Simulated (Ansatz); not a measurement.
The relaxed structure here is a generated cell of Si2W: the first start was made by placing the elements on the sites of a structure type, and the end was not matched to a known phase here, so it may be hypothetical. Known forms of Si2W include space group No. 139.

The end point of a relaxation of Si₂W. Calculation: r2SCAN (plane waves to 500 eV, PAW, scalar-relativistic; Ansatz, a quantum-chemistry and plane-wave program).

```xyz
12
Lattice="6.0366 0.0000 0.0000 0.0000 6.0366 0.0000 0.0000 0.0000 6.0366" Properties=species:S:1:pos:R:3 pbc="T T T"
W      0.0000     0.0000     0.0000
W      3.0183     3.0183     0.0000
W      0.0000     3.0183     3.0183
W      3.0183     0.0000     3.0183
Si     2.2999     2.2999     2.2999
Si     5.3182     0.7184     3.7368
Si     3.7368     5.3182     0.7184
Si     0.7184     3.7368     5.3182
Si     3.7368     3.7368     3.7368
Si     0.7184     5.3182     2.2999
Si     2.2999     0.7184     5.3182
Si     5.3182     2.2999     0.7184
```

Find the space group and the Wyckoff positions (tolerance 0.01 Å).

Space group Pa-3 (No. 205); a = 6.0366 Å, b = 6.0366 Å, c = 6.0366 Å, α = 90.00°, β = 90.00°, γ = 90.00°

```csv
atom,site,symmetry,x,y,z
W,4a,.-3.,0.0000,0.0000,0.0000
Si,8c,.3.,0.3810,0.3810,0.3810
```

This is the AFLOW prototype AB2_cP12_205_a_c (C2, as in FeS2).

Give the shortest distances between elements (the closest pairs, up to four, under 3.6 Å).

Si–Si 2.49 Å; Si–W 2.51 Å.

| Property | Value |
|---|---|
| Volume per atom | 18.33 Å³ |
| Density | 7.25 g/cm³ |
| Band gap | no gap on the sampled points, where the bands overlap only slightly; such a result is sensitive to mesh and level |

No spin polarisation in the result. A magnetic state may lie lower. Spin-orbit coupling is missing; with elements this heavy it can move band edges by tenths of an eV or more.

The run could not lose the symmetry of its start, so the end can be a saddle point.
